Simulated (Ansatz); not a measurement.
Values for one crystal, relaxed and computed with DFT-PBEsol in the program Ansatz with PAW potentials; other levels are named.

```yaml
volume_per_atom: 13.75 Å³
band_gap: 3.61 eV (indirect)
Elastic constants (relaxed ions, GPa): C11 = 47.4, C12 = 12.3, C44 = 22.4
valence_band_maximum: at W
Highest zone-centre frequency (without LO–TO term): 519 cm⁻¹
conduction_band_minimum: at L (4 equivalent valleys)
Formation energy from the elements (no fitted shifts): -212 meV/atom
```

Pick the material that matches.
A) BaO, rock salt
B) Na2S, anti-fluorite
C) NaH, rock salt
D) MgF2, rutile

C, NaH, rock salt

Space group Fm-3m (rock salt). The cell was relaxed with PBEsol under the symmetry of its start; of distortions, only those at the zone centre were tested. The references are the lowest solids computed at this level, not always the standard phases (solids in place of the gases).

Potentials: the later of the program's two PAW sets.
